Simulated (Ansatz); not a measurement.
The numbers come from plane-wave PAW DFT (Ansatz): PBE, no spin polarisation, 420 eV, 6×6×6 Γ-centred k points, fermi-dirac occupations (width 0.1 eV). Nothing was relaxed.

Computed maps in the lattice plane spanned by a (left to right, 6.09 Å, 18 points from zero) and b (bottom to top, 6.09 Å, 18 points from zero), 90° apart, at height 0.500 along c. The fields are smooth PAW ones with compensation charges, not the true ones near nuclei.

Valence density. Digits on a logarithmic scale: 0 up to 0.03 e/Å³, each further digit a factor of 1.6, 9 from 1.3 e/Å³ up:
```
999755799999755799
998644689998655689
776433467776555567
554322345555544555
554322345555544555
776433467776555567
998644689998655689
999755799999755799
999755799999755799
999755799999755799
998655689998644689
776555567776433467
555544555554322345
555544555554322345
776555567776433467
998655689998644689
999755799999755799
999755799999755799
```

ELF. Ten even steps from '0' (0.10) to '9' (0.79):
```
875311357875211257
654211245653111135
332200223321111112
111000011111111111
111000011111111111
332200223321111112
654211245653111135
875311357875211257
986311368986311368
875211257875311357
653111135654211245
321111112332200223
111111111111000011
111111111111000011
321111112332200223
653111135654211245
875211257875311357
986311368986311368
```

Q: The cell is SrBAu3. Which atoms lie within 0.2 Å of this plane, and where (fractions of a and b)?

A: Au at (0.00, 0.50), Au at (0.00, 0.00), Au at (0.50, 0.00), Au at (0.50, 0.50). The whole cell:
```
CELL_PARAMETERS angstrom
6.09401 0.00000 0.00000
0.00000 6.09401 0.00000
0.00000 0.00000 5.35890
ATOMIC_POSITIONS crystal
Au 0.00000 0.50000 0.50000
Au 0.00000 0.00000 0.50000
Au 0.50000 0.00000 0.50000
Au 0.50000 0.50000 0.50000
Au 0.25000 0.25000 0.82043
Au 0.75000 0.75000 0.17957
B 0.25000 0.25000 0.26650
B 0.75000 0.75000 0.73350
Sr 0.25000 0.75000 0.00000
Sr 0.75000 0.25000 0.00000
```

Origin: a known structure type with other elements, at an estimated volume, so it need not be a known compound. Caveats: atoms or cell far from equilibrium.
